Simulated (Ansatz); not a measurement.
Relaxed-ion elastic tensor of Ti$_{2}$O (anti-CdI2 type, P-3m1) in GPa (Voigt order), the program Ansatz at the PBEsol level (PAW); density 5.20 g/cm³, 11.89 Å³ per atom.

```csv
,1,2,3,4,5,6
1,354,92.2,130,45.7,0.0,0.0
2,92.2,354,130,-45.7,0.0,0.0
3,130,130,364,0.0,0.0,0.0
4,45.7,-45.7,0.0,109,0.0,0.0
5,0.0,0.0,0.0,0.0,109,45.7
6,0.0,0.0,0.0,0.0,45.7,131
```

Task: Is the crystal mechanically stable?

Result: Yes: the smallest eigenvalue of C is 72.9 GPa.

Task: Work out the Voigt, Reuss and Hill averages.

Result: K_V = 197, K_R = 197, K_H = 197; G_V = 118, G_R = 103, G_H = 110 GPa.

Task: Give Young's modulus, Poisson's ratio, Pugh's ratio and the universal anisotropy index.

Result: E = 9KG/(3K + G) = 279 GPa; ν = 0.26; K/G = 1.79 (near the Pugh limit of 1.75, no verdict); A_U = 5G_V/G_R + K_V/K_R − 6 = 0.73.

Task: Estimate the sound speeds and the Debye temperature.

Result: v_l = √((K + 4G/3)/ρ) = 8130 m/s, v_t = √(G/ρ) = 4610 m/s, mean 5120 m/s; Θ = (h/k)(3n/4πV)^(1/3) v_m = 668 K.

Task: Solve the Christoffel equation for the three sound speeds along x, y, z.

Result: Eigenvalues of C_ijkl n_j n_l equal ρv². In km/s, slowest first: x 3.74, 5.66, 8.25; y 4.40, 5.02, 8.35; z 4.58, 4.58, 8.37.

Task: How much does each axis shrink under pressure?

Result: Linear compressibilities β_i = Σ_j S_ij (j = 1 to 3): x 1.8, y 1.8, z 1.4 per TPa.

The workflow started from a Materials Project entry (that database holds measured and hypothetical structures alike); the Crystallography Open Database files this formula in space group No. 164, but the cells were not matched. Whether it is the stable phase at ambient conditions was not checked. Symmetry was held in the PBEsol relaxation; of distortions, only those at the zone centre were tested. The run is not spin-polarised. As this level gives no gap, shear constants depend on the k-mesh and smearing (Fermi–Dirac, 0.1 eV here).

Potentials: the later of the program's two PAW sets.
